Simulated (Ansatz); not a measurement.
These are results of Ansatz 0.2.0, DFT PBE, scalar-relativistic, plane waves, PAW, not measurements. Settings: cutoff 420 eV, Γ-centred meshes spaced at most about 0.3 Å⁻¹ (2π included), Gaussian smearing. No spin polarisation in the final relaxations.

These are static total energies at zero pressure.

Two relaxed structures of SnPb2O3:

A. Space group P-4m2 (No. 115), tetragonal, a = 3.467 Å, c = 9.770 Å. Sn is surrounded by 4 O at 2.45 Å; Pb is surrounded by 1 O at 2.28 Å and 4 O at 2.52 Å; around O on a site of symmetry 2mm lie 1 Pb at 2.28 Å and 4 Pb at 2.52 Å; around O on a site of symmetry -4m2 lie 4 Sn at 2.45 Å.

B. Space group P4mm (No. 99), tetragonal, a = 3.746 Å, c = 9.623 Å. Around Sn lie 4 O at 2.66 Å; Pb on its first site has 4 O at 2.29 Å; around Pb on its second site lie 4 O at 2.27 Å; O on a site of symmetry 2mm has 4 Pb at 2.27–2.29 Å and 4 O at 2.65 Å; O on a site of symmetry 4mm has 4 Sn at 2.66 Å.

Task: Which would you expect to be lower, and how large is the difference?

Result: A is lower, by 109 meV/atom. A has space group P-4m2 (No. 115), 19.6 Å³/atom and a gap of 0.16 eV on its mesh; B has space group P4mm (No. 99), 22.5 Å³/atom and a gap of 0.77 eV. Counting O atoms around Pb and Sn (those within 1.25 times the shortest such distance or 1.15 times the sum of covalent radii, 1.27 where that leaves under three; a plus sign parts nearer from farther groups; the shortest distance is added where it exceeds 1.18 times the sum of covalent radii), A has Sn 4 from 2.5 Å, Pb 1+4 and B has Sn 4 from 2.7 Å, Pb 4. Both come from invented guesses.

Weakly bound directions are ill-defined at this level, which has no dispersion term (P-4m2, P4mm), and this can change margins and order among such cells. Spin–orbit coupling, which can matter for Pb, is left out. Kohn–Sham gaps at this level usually fall short of measured ones. The missing spin–orbit coupling can work the other way here. Cells relaxed within their symmetry can be saddle points.
